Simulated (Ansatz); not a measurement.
This cell of AlNi (CsCl type) is off equilibrium:

```
AlNi
1.0
    3.05871     0.00000     0.00000
    0.00000     3.05871     0.00000
    0.00000     0.00000     2.69167
Al Ni
1 1
Cartesian
  0.00000   0.00000   0.00000
  1.52936   1.52936   1.34583
```

Method: PBE (plane waves to 420 eV, PAW, scalar-relativistic; Ansatz, a quantum-chemistry and plane-wave program). k mesh 16×16×16 (Γ-centred), Fermi-Dirac smearing 0.05 eV. E stands for the smeared free energy. Compression counts positive. With partly filled bands, the response to shear is sensitive to the k mesh, so small differences along c/a are uncertain. AlNi is run without spin polarisation. AlNi was relaxed with its symmetry unable to fall.

Give the stress tensor in GPa and the pressure.


```
   -8.7      0.0      0.0
    0.0     -8.7      0.0
    0.0      0.0      3.5
```
The pressure, a third of the trace, is -4.6 GPa.

It is the relaxed cell deformed to V/V₀ = 1.040, (c/a)/(c/a)₀ = 0.880, c along z, fractional positions held. What is its energy relative to the relaxed cell?

45 meV/atom.

(Under strain, the slope of the energy per volume gives the stress and its curvature an elastic modulus.)
